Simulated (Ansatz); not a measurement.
Hf:
```yaml
crystal:
  lattice:
    - [-1.76886, 1.76886, 1.76886]
    - [1.76886, -1.76886, 1.76886]
    - [1.76886, 1.76886, -1.76886]
  atoms:
    - { symbol: Hf, position: [0.00000, 0.00000, 0.00000] }
```

Relaxed with r²SCAN.

**Question.** Map the electron localisation function on the plane through (0.000, 0.000, 0.000) spanned by u = [1, 1, 0] and v = [1, -1, 0] in lattice vectors, from r²SCAN (plane waves, PAW; program Ansatz).

**Answer.** x is the fraction of u, y of v (the angle between them is 90°; rows are the nearest grid lines); atoms in the plane: Hf at (0.00, 0.00), Hf at (0.50, 0.50).
```
|8999610134310169998|
|9999610145410169999|
|9998400145410048999|
|9975100256520015799|
|6541001355531001456|
|1100001233321000011|
|1111100000000011111|
|4431000233320001344|
|5531003678763001355|
|5520036999996300255|
|5410158999998510145|
|5310169999999610135|
|5310169999999610135|
|5410158999998510145|
|5520036999996300255|
|5531003678763001355|
|4431000233320001344|
|1111100000000011111|
|1100001233321000011|
|6541001355531001456|
|9975100256520015799|
|9998400145410048999|
|9999610145410169999|
|8999610134310169998|
```
Scale: ten equal steps from 0.127 (start of '0') to 0.844 (end of '9'), in the order '0123456789'; x runs from 0.000 to 1.00, y from 0.000 (bottom) to 1.00 (top).

The density is the valence pseudo-density with augmentation charge, so density and ELF within about 1 Å of a nucleus are not all-electron values.

Space group Im-3m (bcc (W type)). This is a known high-temperature phase of the composition, computed here at zero pressure and temperature. The r²SCAN relaxation kept the symmetry of its start. At this level the phase is mechanically unstable. The run is not spin-polarised. Scalar-relativistic: spin–orbit coupling is off unless named, which matters more the heavier the elements.

Potentials: the later of the program's two PAW sets.
